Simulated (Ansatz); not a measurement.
Consider the following.

Ti6O:
```yaml
crystal:
  lattice:
    - [5.10228, 0.00000, 0.00000]
    - [-2.55114, 4.41871, 0.00000]
    - [0.00000, 0.00000, 4.72799]
  atoms:
    - { symbol: Ti, position: [0.66944, 0.66944, 0.26031] }
    - { symbol: Ti, position: [0.33056, 0.33056, 0.73969] }
    - { symbol: Ti, position: [0.33056, 0.00000, 0.26031] }
    - { symbol: Ti, position: [0.66944, 0.00000, 0.73969] }
    - { symbol: Ti, position: [0.00000, 0.33056, 0.26031] }
    - { symbol: Ti, position: [0.00000, 0.66944, 0.73969] }
    - { symbol: O, position: [0.00000, 0.00000, 0.00000] }
```

This is the r²SCAN-relaxed structure. Cartesian axes are those of the cell as given.

**Question.** All from the program Ansatz at the r²SCAN level (PAW), unless another level is named. Predict the Young's modulus.

**Answer.** 165 GPa.

**Question.** Give the elastic constants (relaxed ions, GPa).

**Answer.** C11 = 222, C12 = 120, C13 = 78.3, C14 = 0.0, C33 = 275, C44 = 70.2.

Space group P-31m. The first step of the workflow began from a Materials Project structure, measured or hypothetical; the Crystallography Open Database files this formula in space group No. 162, but the cells were not matched. Whether it is the stable phase at ambient conditions was not checked. The r²SCAN relaxation kept the symmetry of its start; whether a distortion lowers the energy is not shown. The run is not spin-polarised. Without spin polarisation and U, an open-shell compound can come out a false metal. As this level gives no gap, shear constants depend on the k-mesh and smearing (Fermi–Dirac, 0.1 eV here).

Potentials: the later of the program's two PAW sets.
